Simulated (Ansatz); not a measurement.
The start is a randomly generated symmetric cell of Hf (space group No. 69). A full variable-cell relaxation at zero pressure is run with PBE (plane waves to 420 eV, PAW, scalar-relativistic; Ansatz, an electronic-structure program). The first steps use a coarse 13×13×13 k-mesh.

Input geometry:
```
Hf
1.0
    0.00000     2.13168     3.58725
    1.66288     0.00000     3.58725
    1.66288     2.13168     0.00000
Hf
1
Direct
  0.00000   0.00000   0.00000
```

- Energy released: 0.97 eV/atom
- Volume change: -12.1 %, from 25.43 to 22.35 Å³/atom
- Shortest distances (start → end): The closest pairs of elements (up to four, under 3.6 Å), start → end: Hf–Hf 2.70 → 3.09 Å
- Optimiser moves: 14

Relaxed structure:

Space group I4/mmm (No. 139); a = 3.7448 Å, b = 3.7448 Å, c = 3.1874 Å, α = 90.00°, β = 90.00°, γ = 90.00°

```csv
atom,site,symmetry,x,y,z
Hf,2a,4/mmm,0.0000,0.0000,0.0000
```
(The calculation used a cell of 1 atom; values per cell refer to that cell.)

Final values are on a 19×19×19 k-mesh of the relaxed cell. No spin polarisation in the result.

The run could not lower the symmetry of its start; a shaken copy of this end point relaxes with PBE to P6₃/mmc (No. 194), 0.15 eV/atom lower.

The relaxed structure here is a generated cell of Hf: the first start was made by a random draw of sites in a space group, and the end was not matched to a known phase here, so it may be hypothetical. Known forms of Hf include space group No. 194.
